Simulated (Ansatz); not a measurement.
CuI:
```yaml
crystal:
  lattice:
    - [3.95764, 0.00000, 0.00000]
    - [0.00000, 3.95764, 0.00000]
    - [0.00000, 0.00000, 6.18018]
  atoms:
    - { symbol: Cu, position: [0.00000, 0.00000, 0.50000] }
    - { symbol: Cu, position: [0.50000, 0.50000, 0.50000] }
    - { symbol: I, position: [0.00000, 0.50000, 0.77103] }
    - { symbol: I, position: [0.50000, 0.00000, 0.22897] }
```

Relaxed with LDA.

Give the optical modes at the zone centre with their infrared and Raman activity from DFPT, LDA (plane waves, PAW; program Ansatz).

Transverse frequencies, without the LO–TO term; a row sums one degenerate level.

```
ω (cm⁻¹)  degeneracy  IR ((D/Å)²/amu)  Raman (Å⁴/amu)  activity  symmetry
--------  ----------  ---------------  --------------  --------  --------
7                  2             0.00              67     Raman        Eg
106                2             2.12               0        IR        Eu
121                1             0.00              18     Raman       B1g
137                2             0.00              22     Raman        Eg
139                1             0.00             320     Raman       A1g
165                1             0.71               0        IR       A2u
```

How high does the top mode go among those that the LO–TO term moves?

121 cm⁻¹ for q along x, 121 cm⁻¹ for q along y, 172 cm⁻¹ for q along z.

Space group P4/nmm. A made-up cell: these elements were put on the sites of a structure type; the Crystallography Open Database copy checked does not list it. It is not the phase usual at ambient conditions (space group No. 216). Symmetry was held in the LDA relaxation; phonons on a q-mesh show weakly imaginary modes. The run is not spin-polarised. A crystal of weakly bound layers computed without a dispersion correction: the cell and the soft elastic constants depend strongly on that. Spin–orbit coupling is left out wherever it is not named.

Potentials: the later of the program's two PAW sets.
